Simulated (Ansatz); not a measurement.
Data:

AlCo:
```
CELL_PARAMETERS angstrom
      2.82409     0.00000     0.00000
      0.00000     2.82409     0.00000
      0.00000     0.00000     2.82409
ATOMIC_POSITIONS crystal
  Co 0.00000 0.00000 0.00000
  Al 0.50000 0.50000 0.50000
```
Starting moments (μB, in the order of the atoms Co Al): 0.1 0.0.

This is the r²SCAN-relaxed structure.

**Question.** All from plane-wave PAW r²SCAN (Ansatz code), unless another level is named. Give the bulk modulus (Birch–Murnaghan fit).

**Answer.** 194 GPa.

**Question.** And the elastic constants (relaxed ions, GPa)?

**Answer.** C11 = 303, C12 = 140, C44 = 163.

Space group Pm-3m (CsCl type). The cell was relaxed with r²SCAN under the symmetry of its start. Spin order of the final state: ferromagnetic, the only order run, not a proven ground state. The cell computed holds one magnetic atom, so no antiferromagnetic order was within reach. Other orbital occupations within this spin state were not tried. For itinerant 3d metals, meta-GGAs of the SCAN family and hybrids are commonly reported to give too large moments. As this level gives no gap, shear constants depend on the k-mesh and smearing (Fermi–Dirac, 0.1 eV here).

Potentials: the later of the program's two PAW sets.
